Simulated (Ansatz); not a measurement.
Cl:
Space group Cmce (No. 64); a = 6.3748 Å, b = 4.0712 Å, c = 8.1950 Å, α = β = γ = 90.00°

```
atom  site  symmetry       x       y       z
----  ----  --------  ------  ------  ------
Cl      8f       m..  0.0000  0.3779  0.1067
```
(The calculation used a cell of 4 atoms; values per cell refer to that cell.)

Relaxed with r²SCAN+D4.

Problem. Which orbitals make up the states near the band edges in r²SCAN+D4 in the plane-wave PAW code Ansatz?

Solution. Top 1 eV of the valence band: Cl 3p 99 %. Bottom 1 eV of the conduction band: Cl 3p 91 %, Cl 3s 5 %. Projections are on Löwdin-orthogonalised atomic valence shells; empty p or d shells of many metals are not among them.

Problem. Tabulate the density of states.

Solution. States/eV per cell of 4 atoms, in 0.25 eV bins, energy from the valence-band maximum.

| E (eV) | total | Cl 3p | Cl 3s |
|---|---|---|---|
| -7.85 | 0.00 | 0.00 | 0.00 |
| -7.60 | 0.00 | 0.00 | 0.00 |
| -7.35 | 0.00 | 0.00 | 0.00 |
| -7.10 | 0.00 | 0.00 | 0.00 |
| -6.85 | 0.00 | 0.00 | 0.00 |
| -6.60 | 0.00 | 0.00 | 0.00 |
| -6.35 | 0.00 | 0.00 | 0.00 |
| -6.10 | 0.00 | 0.00 | 0.00 |
| -5.85 | 1.50 | 1.37 | 0.10 |
| -5.60 | 4.65 | 4.24 | 0.35 |
| -5.35 | 4.18 | 3.76 | 0.37 |
| -5.10 | 3.09 | 2.73 | 0.31 |
| -4.85 | 1.86 | 1.62 | 0.21 |
| -4.60 | 0.72 | 0.62 | 0.09 |
| -4.35 | 0.08 | 0.08 | 0.00 |
| -4.10 | 0.71 | 0.70 | 0.00 |
| -3.85 | 3.91 | 3.84 | 0.03 |
| -3.60 | 5.60 | 5.49 | 0.07 |
| -3.35 | 3.68 | 3.61 | 0.04 |
| -3.10 | 5.00 | 4.92 | 0.03 |
| -2.85 | 7.80 | 7.70 | 0.04 |
| -2.60 | 4.65 | 4.60 | 0.02 |
| -2.35 | 0.58 | 0.58 | 0.00 |
| -2.10 | 0.00 | 0.00 | 0.00 |
| -1.85 | 0.00 | 0.00 | 0.00 |
| -1.60 | 0.00 | 0.00 | 0.00 |
| -1.35 | 0.40 | 0.40 | 0.00 |
| -1.10 | 1.98 | 1.96 | 0.01 |
| -0.85 | 6.55 | 6.47 | 0.04 |
| -0.60 | 7.32 | 7.24 | 0.04 |
| -0.35 | 9.15 | 9.07 | 0.03 |
| -0.10 | 6.61 | 6.57 | 0.01 |
| 0.15 | 0.00 | 0.00 | 0.00 |
| 0.40 | 0.00 | 0.00 | 0.00 |
| 0.65 | 0.00 | 0.00 | 0.00 |
| 0.90 | 0.00 | 0.00 | 0.00 |
| 1.15 | 0.00 | 0.00 | 0.00 |
| 1.40 | 0.00 | 0.00 | 0.00 |
| 1.65 | 0.00 | 0.00 | 0.00 |
| 1.90 | 0.00 | 0.00 | 0.00 |
| 2.15 | 0.00 | 0.00 | 0.00 |
| 2.40 | 0.00 | 0.00 | 0.00 |
| 2.65 | 1.17 | 1.05 | 0.09 |
| 2.90 | 4.40 | 3.98 | 0.28 |
| 3.15 | 6.64 | 6.07 | 0.33 |
| 3.40 | 3.76 | 3.45 | 0.15 |
| 3.65 | 0.03 | 0.03 | 0.00 |
| 3.90 | 0.00 | 0.00 | 0.00 |
| 4.15 | 0.00 | 0.00 | 0.00 |
| 4.40 | 0.00 | 0.00 | 0.00 |
| 4.65 | 0.00 | 0.00 | 0.00 |
| 4.90 | 0.00 | 0.00 | 0.00 |
| 5.15 | 0.00 | 0.00 | 0.00 |
| 5.40 | 0.00 | 0.00 | 0.00 |
| 5.65 | 0.00 | 0.00 | 0.00 |
| 5.90 | 0.00 | 0.00 | 0.00 |
| 6.15 | 0.00 | 0.00 | 0.00 |
| 6.40 | 0.00 | 0.00 | 0.00 |
| 6.65 | 0.00 | 0.00 | 0.00 |
| 6.90 | 0.00 | 0.00 | 0.00 |
| 7.15 | 0.00 | 0.00 | 0.00 |
| 7.40 | 0.00 | 0.00 | 0.00 |

The r²SCAN+D4 relaxation kept the symmetry of its start. The substance is a gas or liquid at ambient conditions; this is its low-temperature solid.

Potentials: the later of the program's two PAW sets.
